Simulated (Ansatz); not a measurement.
InCu:
```cif
data_Cu2In2
_chemical_formula_sum 'In2 Cu2'
_space_group_name_H-M_alt 'P 1'
_space_group_IT_number 1
_cell_length_a 4.09490
_cell_length_b 4.09490
_cell_length_c 4.83887
_cell_angle_alpha 90.000
_cell_angle_beta 90.000
_cell_angle_gamma 120.000
loop_
_space_group_symop_operation_xyz
  'x, y, z'
loop_
_atom_site_label
_atom_site_type_symbol
_atom_site_fract_x
_atom_site_fract_y
_atom_site_fract_z
_atom_site_occupancy
In1 In 0.33333 0.66667 0.25000 1
In2 In 0.66667 0.33333 0.75000 1
Cu1 Cu 0.00000 0.00000 0.50000 1
Cu2 Cu 0.00000 0.00000 0.00000 1
```

Relaxed with LDA.

Task: Which orbitals make up the states near the Fermi level in LDA in the plane-wave PAW code Ansatz?

Result: Within 0.5 eV of the Fermi level: In 5p 64 %, Cu 3d 13 %, In 5s 12 %, Cu 4s 5 %, outside the projected shells 5 %. Projections are on Löwdin-orthogonalised atomic valence shells; empty p or d shells of many metals are not among them.

Task: Tabulate the density of states.

Result: States/eV per cell of 4 atoms, in 0.25 eV bins, energy from the Fermi level.

| E (eV) | total | Cu 3d | In 5p | In 5s |
|---|---|---|---|---|
| -7.85 | 0.66 | 0.01 | 0.22 | 0.25 |
| -7.60 | 0.71 | 0.02 | 0.25 | 0.27 |
| -7.35 | 0.77 | 0.03 | 0.27 | 0.30 |
| -7.10 | 0.87 | 0.05 | 0.30 | 0.33 |
| -6.85 | 0.87 | 0.06 | 0.29 | 0.34 |
| -6.60 | 0.97 | 0.08 | 0.29 | 0.43 |
| -6.35 | 1.17 | 0.14 | 0.32 | 0.55 |
| -6.10 | 1.46 | 0.25 | 0.33 | 0.71 |
| -5.85 | 1.97 | 0.49 | 0.31 | 0.99 |
| -5.60 | 1.43 | 0.46 | 0.20 | 0.66 |
| -5.35 | 0.92 | 0.36 | 0.14 | 0.34 |
| -5.10 | 0.79 | 0.37 | 0.12 | 0.23 |
| -4.85 | 1.93 | 1.10 | 0.37 | 0.28 |
| -4.60 | 2.22 | 1.35 | 0.46 | 0.21 |
| -4.35 | 2.76 | 1.96 | 0.51 | 0.12 |
| -4.10 | 10.64 | 8.89 | 1.40 | 0.10 |
| -3.85 | 5.59 | 4.95 | 0.48 | 0.04 |
| -3.60 | 10.88 | 9.74 | 0.77 | 0.08 |
| -3.35 | 13.10 | 12.26 | 0.56 | 0.06 |
| -3.10 | 17.24 | 16.16 | 0.51 | 0.12 |
| -2.85 | 7.35 | 6.51 | 0.34 | 0.21 |
| -2.60 | 8.16 | 7.41 | 0.27 | 0.29 |
| -2.35 | 2.50 | 1.54 | 0.41 | 0.38 |
| -2.10 | 1.74 | 0.86 | 0.43 | 0.31 |
| -1.85 | 1.50 | 0.58 | 0.48 | 0.29 |
| -1.60 | 1.41 | 0.42 | 0.56 | 0.27 |
| -1.35 | 1.34 | 0.34 | 0.62 | 0.23 |
| -1.10 | 1.40 | 0.29 | 0.74 | 0.22 |
| -0.85 | 1.50 | 0.25 | 0.87 | 0.22 |
| -0.60 | 1.59 | 0.24 | 0.96 | 0.22 |
| -0.35 | 1.69 | 0.29 | 1.01 | 0.21 |
| -0.10 | 1.73 | 0.23 | 1.12 | 0.20 |
| 0.15 | 1.69 | 0.19 | 1.13 | 0.19 |
| 0.40 | 1.53 | 0.15 | 1.03 | 0.17 |
| 0.65 | 1.34 | 0.12 | 0.90 | 0.15 |
| 0.90 | 1.12 | 0.10 | 0.74 | 0.13 |
| 1.15 | 1.00 | 0.08 | 0.65 | 0.13 |
| 1.40 | 0.99 | 0.08 | 0.62 | 0.16 |
| 1.65 | 1.03 | 0.08 | 0.61 | 0.19 |
| 1.90 | 1.11 | 0.08 | 0.64 | 0.22 |
| 2.15 | 1.29 | 0.09 | 0.73 | 0.27 |
| 2.40 | 1.45 | 0.09 | 0.82 | 0.30 |
| 2.65 | 1.22 | 0.07 | 0.68 | 0.23 |
| 2.90 | 0.91 | 0.05 | 0.51 | 0.17 |
| 3.15 | 1.20 | 0.06 | 0.66 | 0.22 |
| 3.40 | 1.63 | 0.08 | 0.92 | 0.26 |
| 3.65 | 1.54 | 0.07 | 0.89 | 0.21 |
| 3.90 | 1.32 | 0.05 | 0.79 | 0.16 |
| 4.15 | 1.17 | 0.04 | 0.68 | 0.15 |
| 4.40 | 1.26 | 0.05 | 0.71 | 0.14 |
| 4.65 | 1.74 | 0.05 | 0.90 | 0.15 |
| 4.90 | 1.86 | 0.05 | 0.96 | 0.14 |

Space group P6_3/mmc (NiAs type). The workflow started from a Materials Project entry (that database holds measured and hypothetical structures alike); the Crystallography Open Database copy checked does not list it. Whether it is the stable phase at ambient conditions was not checked. Symmetry was held in the LDA relaxation; its stability against distortions is not shown here. The run is not spin-polarised. Spin–orbit coupling is left out wherever it is not named.

Potentials: the later of the program's two PAW sets.
